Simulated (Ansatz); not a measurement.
A relaxed structure of BP is spoiled in several ways and relaxed again each time (noise and exchanges are one random draw each; pressure is positive under compression). The numbers are results of r2SCAN (plane waves to 500 eV, PAW, scalar-relativistic; Ansatz, a quantum-chemistry and plane-wave program), not measurements.

```cif
data_B4P4
_chemical_formula_sum 'P4 B4'
_space_group_name_H-M_alt 'F-43m'
_space_group_IT_number 216
_space_group_name_Hall 'F -4 2 3'
_cell_length_a 4.53664
_cell_length_b 4.53664
_cell_length_c 4.53664
_cell_angle_alpha 90.000
_cell_angle_beta 90.000
_cell_angle_gamma 90.000
loop_
_atom_site_label
_atom_site_type_symbol
_atom_site_symmetry_multiplicity
_atom_site_Wyckoff_symbol
_atom_site_fract_x
_atom_site_fract_y
_atom_site_fract_z
_atom_site_occupancy
P1 P 4 c 0.25000 0.25000 0.25000 1
B1 B 4 a 0.00000 0.00000 0.00000 1
```
(The calculation used a cell of 2 atoms; values per cell refer to that cell.)

Task: One start gave a first pressure of +84.8 GPa and released 1.50 eV/atom. Which change was it?
(A) with every coordinate shifted by Gaussian noise of σ = 0.2 Å
(B) deformed by the Cartesian strain tensor (xx, yy, zz, yz, xz, xy) = (-0.107, -0.095, -0.006, 0.088, 0.001, -0.104)
(C) doubled along one cell vector, shaken by Gaussian noise of σ = 0.08 Å a coordinate

Result: B, deformed by the Cartesian strain tensor (xx, yy, zz, yz, xz, xy) = (-0.107, -0.095, -0.006, 0.088, 0.001, -0.104). All starts:

| change | first pressure (GPa) | first V (Å³/atom) | released (eV/atom) | moves | outcome | final group | E − E(parent) (eV/atom) |
|---|---|---|---|---|---|---|---|
| with every coordinate shifted by Gaussian noise of σ = 0.2 Å | 6.9 | 11.67 | 0.35 | 5 | returns to the parent | F-43m | 0.000 |
| deformed by the Cartesian strain tensor (xx, yy, zz, yz, xz, xy) = (-0.107, -0.095, -0.006, 0.088, 0.001, -0.104) | 84.8 | 9.17 | 1.50 | 10 | returns to the parent | F-43m | 0.000 |
| doubled along one cell vector, shaken by Gaussian noise of σ = 0.08 Å a coordinate | 1.7 | 11.67 | 0.11 | 4 | returns to the parent | F-43m | 0.000 |

First-step values come from each run's starting, coarser k-mesh (9×9×9, 8×9×11, 9×9×5). Each cell has its own k-point mesh; energy differences are given only to the digits this allows. No spin polarisation in the result.
